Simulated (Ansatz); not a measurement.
LaVSe2O in Ansatz, single run

Input:

```yaml
crystal:
  lattice:
    - [0.0, 3.93421, 0.0]
    - [5.929057, -1.967105, 0.0]
    - [0.028582, 0.0, -8.541569]
  atoms:
    - { symbol: La, position: [0.23032, 0.46064, 0.80207] }
    - { symbol: La, position: [0.76968, 0.53936, 0.19793] }
    - { symbol: Se, position: [0.95307, 0.90614, 0.80056] }
    - { symbol: Se, position: [0.04693, 0.09386, 0.19944] }
    - { symbol: Se, position: [0.64068, 0.28136, 0.53517] }
    - { symbol: Se, position: [0.35932, 0.71864, 0.46483] }
    - { symbol: V, position: [0.5, 0.0, 0.0] }
    - { symbol: V, position: [0.0, 0.0, 0.5] }
    - { symbol: O, position: [0.6629, 0.3258, 0.9418] }
    - { symbol: O, position: [0.3371, 0.6742, 0.0582] }
  symmetry: { tolerance: 0.0003 }
kpoints:
  mp_grid: { grid: [5, 5, 2], shift: [0, 0, 0] }
magnetization:
  spin_polarized: false
scf:
  occupations: { method: gaussian, width: 0.15 }
  convergence: { dr2_threshold: 1.0e-08 }
hamiltonian:
  pseudopotentials: { kind: paw }
  xc: pbe
basis:
  ecutwfc: 420
output:
  forces: true
  stress: true
  eigenvalues: true
```

The command:

```bash
ansatz run input.yaml --threads 1 --pin off --max-ram 2560MiB --backend cpu --events-out ev --progress --plain --runs-dir out
```

Origin of the cell: a database entry, scaled a little.

Output (shortened):

```
Warning: output.stress: scf.convergence.dr2_threshold = 1e-8 eV is looser than the 1e-9 eV advised for a printed stress (1e-10 eV for each atom of the cell: 10). What an SCF threshold leaves […]
Pseudopotentials: kind: paw
Pseudopotential: La, paw, valence charge 11, recommended cutoff 420 eV (normal), La.paw.azcp
Pseudopotential: Se, paw, valence charge 16, recommended cutoff 420 eV (normal), Se.paw.azcp
Pseudopotential: V, paw, valence charge 13, recommended cutoff 420 eV (normal), V.paw.azcp
Pseudopotential: O, paw, valence charge 6, recommended cutoff 420 eV (normal), O.paw.azcp
Functional definition: PBE
  exchange = pbe_x(kappa = kappa, mu = beta*pi^2/3)
  correlation = pbe_c(beta = beta)
Crystal: 10 atoms, lattice volume = 199.242 Å³
Basis set: ecut = 420 eV, 3903 PW (Γ), exchange–correlation on 54×90×120 points (8 copies of the dense FFT grid, shifted against one another)
Bands: 75, of which v1, the nominal top of the filled ones, is band 62 counted from 1 (61 counted from 0)
[… 11 lines left out …]
Initial density: superposition of atomic densities (neutral atoms: chi_scale 0, normalization atom), corrected by the library's trained network
Functional: x = pbe(κ = 0.804, μ = 0.219515), c = pbe(β = 0.066725)
SCF iter   1: F=—  HF=-41349.029212 eV  Δρ=9.88e-3  dr2=3.99e-1
SCF iter   2: F=—  HF=-41349.028327 eV  Δρ=5.53e-3  dr2=1.47e-1
SCF iter   3: F=—  HF=-41349.028946 eV  Δρ=2.03e-3  dr2=5.56e-3
SCF iter   4: F=—  HF=-41349.028449 eV  Δρ=8.10e-4  dr2=8.26e-4
SCF iter   5: F=—  HF=-41349.028530 eV  Δρ=4.53e-4  dr2=2.91e-4
SCF iter   6: F=—  HF=-41349.028491 eV  Δρ=1.39e-4  dr2=6.72e-5
SCF iter   7: F=—  HF=-41349.028502 eV  Δρ=1.58e-4  dr2=4.20e-5
SCF iter   8: F=—  HF=-41349.028501 eV  Δρ=4.80e-5  dr2=6.34e-6
SCF iter   9: F=—  HF=-41349.028316 eV  Δρ=1.96e-5  dr2=1.76e-6
SCF iter  10: F=—  HF=-41349.028316 eV  Δρ=9.87e-6  dr2=3.77e-7
SCF iter  11: F=—  HF=-41349.028316 eV  Δρ=6.66e-6  dr2=7.86e-8
SCF iter  12: F=—  HF=-41349.028316 eV  Δρ=3.30e-6  dr2=2.70e-8
SCF iter  13: F=-41349.028316 eV  HF=-41349.028316 eV  Δρ=2.02e-6  dr2=4.82e-9
SCF 1 converged in 13 iterations: F = -41349.028316 eV  dr2 = 4.82e-9
SCF converged after 13 iterations
Free energy (F): -41349.028316 eV
Harris-Foulkes:  -41349.028316 eV  (|F-HF|=3.14e-9)
Internal energy: -41348.832112 eV  (E = F + TS)
E sigma→0 (E₀):  -41348.930214 eV
Entropy (-TS):   -0.196204 eV (-19.620 meV/atom)
Fermi energy:    11.658266 eV
--- Per-component energies (eV) ---
  E_band       = -1840.151615
  E_kinetic    = 1871.783610
  E_local      = -13277.738745  (includes V_loc(G=0)·N_el)
  E_nonlocal   = -2183.577098
  E_hartree    = 6336.561410
  E_xc         = -1102.417214
  E_vxc        = -1204.912653  (∫ρ·V_xc dr)
  E_paw        = -21020.780607  (= ΣΔE_a)
  E_vpaw       = 281.168754  (= ΣTr[D̂ρ^β])
  E_aug_tail   = 0.002986  (compensation charges beyond the density's cutoff)
  E_ewald      = -11972.666453
  E_smearing   = -0.196204  (= −TS)
  Σ components = -41349.028316   (vs F -41349.028316, Δ=0.00e0)
--- Forces (eV/Å), atoms counted from 1 ---
  atom   1  La    -0.074481     0.000000    -0.028582
  atom   2  La     0.074481     0.000000     0.028582
  atom   3  Se     0.223791     0.000000     0.114050
  atom   4  Se    -0.223791     0.000000    -0.114050
  atom   5  Se    -0.314670     0.000000     0.037598
  atom   6  Se     0.314670     0.000000    -0.037598
  atom   7  V      0.000000     0.000000     0.000000
  atom   8  V      0.000000     0.000000     0.000000
  atom   9  O     -0.466790     0.000000    -0.055238
  atom  10  O      0.466790     0.000000     0.055238
  max |Σ_I F_I| component: 5.55e-17 eV/Å
--- Stress (GPa, compression-positive) ---
       -5.158880       0.000000       0.021001
        0.000000      -4.360257       0.000000
        0.021000       0.000000      -3.724504
  P = ⅓ Tr σ = -4.4145 GPa (-44.145 kbar)
```

Caveats: no spin polarisation, so a magnetic state may lie lower; no spin-orbit coupling, though heavy elements are present; the SCF threshold is looser than advised for a stress; the k mesh is coarse if the cell is a metal.

Time: 16 s on 1 thread of Intel(R) Xeon(R) Platinum 8488C (Sapphire Rapids), on a shared host, peak memory 0.66 GiB, from the program's own first density.
